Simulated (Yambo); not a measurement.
Yambo run on CdBr$_{2}$ (space group R-3m, No. 166). The wavefunctions are LDA (Quantum ESPRESSO, PseudoDojo norm-conserving, 102 Ry, no spin-orbit coupling) ones on a 4×4×4 mesh (17 occupied bands); a = 6.893 Å, b = 6.893 Å, c = 6.893 Å, α = 33.92°, β = 33.92°, γ = 33.92°.

Yambo input:

```
rim_cut
gw0
dyson
el_el_corr
HF_and_locXC
ppa
em1d
RandQpts= 1000000
RandGvec= 1 Ry
EXXRLvcs= 102 Ry
VXCRLvcs= 408 Ry
Chimod= "HARTREE"
% BndsRnXp
 5 | 34 |
%
NGsBlkXp= 3 Ry
% LongDrXp
 1.0 | 1.0 | 1.0 |
%
PPAPntXp= 27.2114 eV
% GbndRnge
 1 | 34 |
%
GTermKind= "BG"
DysSolver= "n"
ExtendOut
% QPkrange
 1 | 1 | 17 | 18 |
 13 | 13 | 17 | 17 |
%
```

k points by index: 1 = Γ, 13 = Z.

Table of the .qp output:

```
#    K-point    Band    Eo [eV]    E [eV]    E-Eo [eV]    Vxc [eV]    Vnlxc [eV]    Sc|Eo [eV]    Sc|E [eV]    dSc/dw|Eo [eV]    Re(Z)    Im(Z)
#
    1    17    -0.086082    -0.775671    -0.689588    -14.23062    -17.81804    2.731073    2.897828    -6.578643    0.805305    -0.001682
    1    18    2.547162    3.969195    1.422033    -11.03224    -6.997343    -2.342908    -2.612861    -5.165291    0.840461    -0.001321
    13    17    0.000000    -0.675714    -0.675714    -14.30194    -17.85112    2.710731    2.873462    -6.551688    0.805948    -0.001674
```
(The two width columns are left out.) Convergence of these settings isn't established.

Geometry of the Materials Project entry, not relaxed at this level.

The distance between layers or molecules is the database entry's, not relaxed here. Functionals without dispersion can leave it too large, which widens gaps and weakens the response across layers: the numbers belong to this cell.
